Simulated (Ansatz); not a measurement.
Values for one crystal, relaxed and computed with DFT-PBE in the program Ansatz with PAW potentials; other levels are named.

| Property | Value |
|---|---|
| Volume per atom | 6.01 Å³ |
| Electronic character | metallic (no gap) |
| Density of states at the Fermi level | 0.13 states/eV per atom (mean over ±0.08 eV) |
| Pressure derivative B′ | 3.7 |
| Formation energy from the elements (no fitted shifts) | 0.26 eV/atom |
| Bulk modulus (Birch–Murnaghan fit) | 375 GPa |

Pick the material that matches.
(A) BC5, P3m1 (Pearson symbol hP6)
(B) SiC, P4_2/mmc (Si on 2c, C on 2e)
(C) BAs, CsCl type
(D) LaB6, Pm-3m (La on 1a, B on 6f)

A, BC5, P3m1 (Pearson symbol hP6)

The start of the workflow was typed in or built on a structure type; the Crystallography Open Database copy checked does not list it. Its standing as an ambient phase is unchecked. The PBE relaxation kept the symmetry of its start; whether a distortion lowers the energy is not shown. Its formation energy is positive at this level, so the cell may be metastable or incomplete. The references are the lowest solids computed at this level, not always the standard phases.

Potentials: the later of the program's two PAW sets.
